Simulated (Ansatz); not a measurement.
Relaxed-ion elastic tensor of Pb (fcc (Cu type), Fm-3m) in GPa (Voigt order), LDA in the plane-wave PAW code Ansatz; density 11.83 g/cm³, 29.08 Å³ per atom.

```
59.4  48.2  48.2   0.0   0.0   0.0
48.2  59.4  48.2   0.0   0.0   0.0
48.2  48.2  59.4   0.0   0.0   0.0
 0.0   0.0   0.0  19.5   0.0   0.0
 0.0   0.0   0.0   0.0  19.5   0.0
 0.0   0.0   0.0   0.0   0.0  19.5
```

Q: Is the crystal mechanically stable?

A: Yes: the smallest eigenvalue of C is 11.2 GPa.

Q: Work out the Voigt, Reuss and Hill averages.

A: K_V = 51.9, K_R = 51.9, K_H = 51.9; G_V = 13.9, G_R = 9.8, G_H = 11.9 GPa.

Q: Give Young's modulus, Poisson's ratio, Pugh's ratio and the universal anisotropy index.

A: E = 9KG/(3K + G) = 33.1 GPa; ν = 0.39; K/G = 4.37 (ductile by the Pugh limit of 1.75); A_U = 5G_V/G_R + K_V/K_R − 6 = 2.11.

Q: Estimate the sound speeds and the Debye temperature.

A: v_l = √((K + 4G/3)/ρ) = 2390 m/s, v_t = √(G/ρ) = 1000 m/s, mean 1130 m/s; Θ = (h/k)(3n/4πV)^(1/3) v_m = 110 K.

Q: Give the Zener ratio and Young's modulus along [100], [110] and [111].

A: A = 2C44/(C11 − C12) = 3.47; 1/E = S11 − 2(S11 − S12 − S44/2)Γ with Γ = 0, 1/4, 1/3 gives 16.3, 33.6, 52.0 GPa.

Symmetry was held in the LDA relaxation. As this level gives no gap, shear constants depend on the k-mesh and smearing (Fermi–Dirac, 0.1 eV here). Scalar-relativistic: spin–orbit coupling is off unless named, which matters more the heavier the elements.

Potentials: the later of the program's two PAW sets.
